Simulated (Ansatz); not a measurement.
Here is the system:

BAs:
```cif
data_As3B3
_chemical_formula_sum 'B3 As3'
_space_group_name_H-M_alt 'P6222'
_space_group_IT_number 180
_space_group_name_Hall 'P 62 2 (0 0 4)'
_cell_length_a 3.42907
_cell_length_b 3.42907
_cell_length_c 7.40285
_cell_angle_alpha 90.000
_cell_angle_beta 90.000
_cell_angle_gamma 120.000
loop_
_atom_site_label
_atom_site_type_symbol
_atom_site_symmetry_multiplicity
_atom_site_Wyckoff_symbol
_atom_site_fract_x
_atom_site_fract_y
_atom_site_fract_z
_atom_site_occupancy
B1 B 3 d 0.50000 0.00000 0.50000 1
As1 As 3 c 0.50000 0.00000 0.00000 1
```

This is the PBEsol-relaxed structure.

Q: All from DFT-PBEsol in the program Ansatz with PAW potentials, unless another level is named. Predict the electron effective mass.

A: 0.19, 0.32, 0.32 mₑ (principal values).

Q: Predict the band gap.

A: 0.31 eV (indirect).

Q: Give the weight of the valence-edge state by species (Voronoi cells).

A: B 58 %, As 42 %.

Q: Give the valence-band maximum.

A: at Γ.

Q: What about the weight of the conduction-edge state by species (Voronoi cells)?

A: B 54 %, As 46 %.

Space group P6_222. A made-up cell: these elements were put on the sites of a structure type; neither database checked (COD, Materials Project) lists it. It is not the phase usual at ambient conditions (space group No. 216). The PBEsol relaxation kept the symmetry of its start; its stability against distortions is not shown here. Spin–orbit coupling is left out wherever it is not named.

Potentials: the later of the program's two PAW sets.
